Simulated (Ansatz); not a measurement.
The relaxed structure here is a generated cell of BeS: the first start was made by a random draw of sites in a space group, and the end was not matched to a known phase here, so it may be hypothetical.

A relaxed structure of BeS. Calculation: r2SCAN (plane waves to 500 eV, PAW, scalar-relativistic; Ansatz, a first-principles code).

```cif
data_BeS
_chemical_formula_sum 'Be1 S1'
_space_group_name_H-M_alt 'P 1'
_space_group_IT_number 1
_cell_length_a 3.27683
_cell_length_b 3.27683
_cell_length_c 3.27683
_cell_angle_alpha 60.000
_cell_angle_beta 60.000
_cell_angle_gamma 60.000
loop_
_space_group_symop_operation_xyz
  'x, y, z'
loop_
_atom_site_label
_atom_site_type_symbol
_atom_site_fract_x
_atom_site_fract_y
_atom_site_fract_z
_atom_site_occupancy
Be1 Be 0.00000 0.00000 0.00000 1
S1 S 0.50000 0.50000 0.50000 1
```

### Question
Determine the symmetry and give the standard cell with its independent sites.

### Answer
Space group Fm-3m (No. 225); a = b = c = 4.634 Å, α = β = γ = 90.00°

```
atom  site  symmetry       x       y       z
----  ----  --------  ------  ------  ------
Be      4a      m-3m  0.0000  0.0000  0.0000
S       4b      m-3m  0.5000  0.5000  0.5000
```

This is the rock salt type.

### Question
Give the shortest distances between elements (the closest pairs, up to four, under 3.6 Å).

### Answer
Be–S 2.32 Å; S–S 3.28 Å; Be–Be 3.28 Å.

```json
{
  "volume_per_atom": "12.44 Å³",
  "band_gap": "1.33 eV, indirect (valence top at 63 % of the way from K to Γ, conduction bottom at X) (no spin-orbit coupling)",
  "smallest_direct_gap": "4.60 eV at X"
}
```

No spin polarisation in the result.

The run could not lose the symmetry of its start, so the end can be a saddle point.

All atoms sit on sites fixed by symmetry, so only the cell could relax.
